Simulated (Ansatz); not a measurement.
# Density of states of CuAu

Space group P4/mmm (No. 123). a = 2.800 Å, b = 2.800 Å, c = 3.670 Å, α = 90.00°, β = 90.00°, γ = 90.00°
| atom | site | symmetry | x | y | z |
| --- | --- | --- | --- | --- | --- |
| Cu | 1d | 4/mmm | 0.5000 | 0.5000 | 0.5000 |
| Au | 1a | 4/mmm | 0.0000 | 0.0000 | 0.0000 |

The runs use the primitive cell with vectors (2.800, 0.000, 0.000), (0.000, 2.800, 0.000), (0.000, 0.000, 3.670) Å, to which the k mesh refers.

The cell is COD entry 9004223, as deposited and not checked against the literature; nothing was relaxed.

Spin–orbit coupling is left out, though it moves levels of the heavy atoms by tenths of an eV or more.

Theory: Ansatz 0.2.0, DFT, PBEsol, all-electron LAPW, scalar-relativistic.

Settings: a Γ-centred 13×13×10 k mesh, Fermi–Dirac smearing of 0.05 eV, basis error target 0.25 meV/atom, no spin polarisation.

States per eV and cell, averaged over 0.6 eV, from -5.8 to 3.6 eV, with energies (bin centres) from the Fermi level; empty bins are left out. The partial columns, the largest 3 alone, are projections on Löwdin-orthogonalised atomic shells (those that the program's projection atoms carry: the occupied ones and, for some elements, an empty d or f shell; other empty shells have no column), summed over atoms of an element. Weights on diffuse s and p shells depend on that basis and aren't pure angular character.

| E (eV) | total | Cu 3d | Au 5d | Au 6s |
| --- | --- | --- | --- | --- |
| -5.6 | 3.39 | 0.44 | 2.73 | 0.14 |
| -5.0 | 2.82 | 0.40 | 2.21 | 0.11 |
| -4.4 | 3.22 | 0.62 | 2.39 | 0.13 |
| -3.8 | 3.01 | 0.65 | 2.16 | 0.10 |
| -3.2 | 2.31 | 1.29 | 0.75 | 0.06 |
| -2.6 | 5.03 | 4.25 | 0.58 | 0.03 |
| -2.0 | 7.41 | 6.00 | 1.28 | 0.04 |
| -1.4 | 2.65 | 1.91 | 0.54 | 0.08 |
| -0.8 | 0.71 | 0.29 | 0.12 | 0.10 |
| -0.2 | 0.50 | 0.13 | 0.07 | 0.10 |
| 0.4 | 0.60 | 0.09 | 0.10 | 0.15 |
| 1.0 | 0.57 | 0.06 | 0.07 | 0.13 |
| 1.6 | 0.52 | 0.04 | 0.05 | 0.11 |
| 2.2 | 0.47 | 0.03 | 0.03 | 0.08 |
| 2.8 | 0.44 | 0.02 | 0.02 | 0.08 |
| 3.4 | 0.49 | 0.02 | 0.03 | 0.12 |

(1) Where is the centre of the filled Cu 3d states between -14 eV and the top of the filled states?

## Answers

(1) -2.60 eV from the Fermi level.
